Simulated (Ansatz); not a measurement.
Cell and atoms are relaxed with the symmetry kept. Start:

```cif
data_structure
_symmetry_space_group_name_H-M 'Pm-3n'
_symmetry_Int_Tables_number 223
_cell_length_a 5.2821
_cell_length_b 5.2821
_cell_length_c 5.2821
_cell_angle_alpha 90.000
_cell_angle_beta 90.000
_cell_angle_gamma 90.000
_cell_volume 147.37
loop_
_atom_site_label
_atom_site_type_symbol
_atom_site_symmetry_multiplicity
_atom_site_Wyckoff_symbol
_atom_site_fract_x
_atom_site_fract_y
_atom_site_fract_z
_atom_site_occupancy
Nb1 Nb 6 c 0.25000 0.00000 0.50000 1
Sn1 Sn 2 a 0.00000 0.00000 0.00000 1
```

All numbers below come from DFT PBE, scalar-relativistic, plane waves, PAW (Ansatz).

Plane waves to 420 eV, a k mesh through Γ of 8×8×8 on the computed 8-atom cell and Gaussian smearing (0.10 eV); no spin polarisation.

Problem. What does it relax to?

Solution. The volume increases by 0.39 Å³/atom to 18.81 Å³/atom, and the energy falls by 4.2 meV/atom. Final structure:
```yaml
crystal:
  lattice:
    - [5.31914, 0.00000, 0.00000]
    - [0.00000, 5.31914, 0.00000]
    - [0.00000, 0.00000, 5.31914]
  atoms:
    - { symbol: Nb, position: [0.25000, 0.00000, 0.50000] }
    - { symbol: Nb, position: [0.50000, 0.75000, 0.00000] }
    - { symbol: Nb, position: [0.75000, 0.00000, 0.50000] }
    - { symbol: Nb, position: [0.50000, 0.25000, 0.00000] }
    - { symbol: Nb, position: [0.00000, 0.50000, 0.75000] }
    - { symbol: Nb, position: [0.00000, 0.50000, 0.25000] }
    - { symbol: Sn, position: [0.00000, 0.00000, 0.00000] }
    - { symbol: Sn, position: [0.50000, 0.50000, 0.50000] }
```